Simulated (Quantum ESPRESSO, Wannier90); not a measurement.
**TlI (CsCl type): Wannier90 run**

```xyz
2
Lattice="4.2382 0.0000 0.0000 0.0000 4.2382 0.0000 0.0000 0.0000 4.2382" Properties=species:S:1:pos:R:3 pbc="T T T"
Tl     0.0000     0.0000     0.0000
I      2.1191     2.1191     2.1191
```

Materials Project entry mp-23197; symmetrised, unrelaxed at this level. COD (Crystallography Open Database) has the formula in 2 space groups, this one among them (matched by group alone). Level: PBEsol, no spin polarisation, no spin-orbit coupling; pw.x of Quantum ESPRESSO at 56 Ry with PseudoDojo potentials, 8×8×8 k-points, Wannier90. Density: 8×8×8 mesh, cold smearing 0.01 Ry. Spin-orbit coupling is left out although heavy elements are present.

Bands 1,7-10 form an isolated set from -11.67 to 0.00 eV relative to the valence-band maximum (on the path) and are turned into 5 Wannier functions by minimising the spread from the start: s functions at random places. Bands 2–6 (Tl 5d 99 %) lie between the kept ones and are excluded.

Centres (Cartesian, Å; one of the equivalent choices) and spreads:

```csv
n,x,y,z,spread (Å²),nearest atom
1,-2.113,-1.814,-1.689,2.508,I2
2,1.679,1.830,2.115,2.509,I2
3,-1.699,1.802,2.122,2.511,I2
4,0.000,0.000,0.000,2.344,Tl1
5,2.132,-1.818,1.690,2.517,I2
```

Ω_I = 11.13 Å², Ω_total = 12.39 Å²; the interpolated bands follow pw.x to 1.5 meV rms on the path. It is the lowest total spread that any start reached here.
